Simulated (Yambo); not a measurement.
Yambo run on a free-standing CaHI monolayer (symmetry P4/nmm, slab cell 20.2 Å high). The wavefunctions are PBEsol (pw.x of Quantum ESPRESSO, ONCV potentials, with spin-orbit coupling) ones on a 4×4×1 mesh (36 occupied bands); a = b = 3.9625 Å, c = 20.2000 Å, α = β = γ = 90.00°.

Yambo input:

```
rim_cut
HF_and_locXC
RandQpts= 1000000
RandGvec= 2 Ry
CUTGeo= "slab z"
EXXRLvcs= 72 Ry
VXCRLvcs= 288 Ry
% QPkrange
 1 | 1 | 34 | 38 |
 2 | 2 | 36 | 37 |
 3 | 3 | 36 | 37 |
 6 | 6 | 36 | 37 |
%
```

k points by index: 1 = Γ, 2 = (0, 0.25), 3 = X, 6 = M.

Table of the .hf output:

```
#    K-point    Band    Eo [eV]    Ehf [eV]    Vxc [eV]    Vnlxc [eV]
#
    1    34    -0.046739    -2.757105    -11.35554    -14.06590
    1    35    -0.015351    -2.741510    -11.36761    -14.09377
    1    36    -0.015351    -2.741510    -11.36761    -14.09377
    1    37    3.582944    8.970554    -11.39727    -6.009658
    1    38    3.582944    8.970554    -11.39727    -6.009658
    2    36    0.000000    -2.765247    -11.24297    -14.00821
    2    37    3.960416    9.514385    -11.54257    -5.988599
    3    36    -0.081658    -2.711839    -11.37945    -14.00963
    3    37    4.118830    9.769484    -11.36164    -5.710990
    6    36    -1.134284    -4.080163    -10.75471    -13.70059
    6    37    3.701696    8.246948    -9.484418    -4.939166
```
Exchange alone, without screening.

Geometry relaxed with PBEsol.

This is a model layer cut from the bulk structure; whether it is stable on its own was not checked.
